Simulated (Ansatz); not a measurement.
**Ge (P6_3/mmc), work and stress of cleavage**

Level of theory: DFT PBEsol, scalar-relativistic, plane waves, PAW (Ansatz 0.2.0). Settings: plane waves to 420 eV, k-mesh 11×11×3 (Γ-centred), Gaussian smearing 0.15 eV. No spin polarisation. Energies are free energies at this smearing, counted from the undisturbed cell; pressure is positive in compression.

The starting cell (relaxed at this level; this form isn't the usual structure):

```
Ge
1.0
    -2.00208   -3.46771    0.00000
     2.00208   -3.46771    0.00000
     0.00000    0.00000   13.14505
Ge
8
Direct
  0.00000 0.00000 0.15681
  0.00000 0.00000 0.34319
  0.00000 0.00000 0.65681
  0.00000 0.00000 0.84319
  0.66667 0.66667 0.09414
  0.33333 0.33333 0.40586
  0.33333 0.33333 0.59414
  0.66667 0.66667 0.90586
```

The cut lies on the cell's a–b face, a (0 0 1) plane (indices in the standard cell, whose axes needn't be the Cartesian ones shown) of area 13.89 Å², between layers 2.47 Å apart. Vector c is lengthened by d along the normal with the atoms' Cartesian places fixed: one unrelaxed cut a cell. The traction is positive where the two halves pull on each other.

| d (Å) | energy (J/m²) | traction (GPa) |
| --- | --- | --- |
| -0.30 | 0.55 | -44.8 |
| -0.15 | 0.11 | -16.3 |
| 0.00 | 0.00 | 0.0 |
| 0.25 | 0.18 | 12.5 |
| 0.50 | 0.55 | 15.9 |
| 0.75 | 0.95 | 15.5 |
| 1.00 | 1.31 | 13.6 |
| 1.50 | 1.87 | 8.8 |
| 2.00 | 2.21 | 4.8 |
| 3.00 | 2.43 | 0.7 |
| 4.50 | 2.46 | 0.0 |
| 6.00 | 2.47 | 0.0 |

Task: What are the work of separation and the cleavage stress, and do they fit the universal binding curve?

Result: The energy levels off near W ≈ 2.47 J/m² (the traction is down to 0.0 GPa), the energy of the two unrelaxed faces, 1.23 J/m² each on average. The largest sampled traction is 15.9 GPa at d = 0.50 Å, and a parabola through it and its two neighbours peaks at σ_max ≈ 16.2 GPa, d ≈ 0.60 Å. The curve E = W[1 − (1 + d/ℓ)exp(−d/ℓ)] peaks in traction at d = ℓ with σ_max = W/(eℓ); with 1 J/m² per Å = 10 GPa this W and σ_max give ℓ = 0.56 Å. A parabola through that curve at the same three d peaks at 0.59 Å, against 0.60 Å here, a fair fit. The opened faces are metallic here, and spin polarisation, left out, could lower W. Real crystals break at far lower stress, because cracks concentrate it, and on the plane of lowest W, which needn't be this one.

The cut is rigid; relaxing the faces lowers these energies and usually the stresses.

The gap closes along the scan, which can put kinks into the curve.

Cost: 12 runs of about 8.6 core-minutes in all, on Arm Neoverse V1 (shared hosts).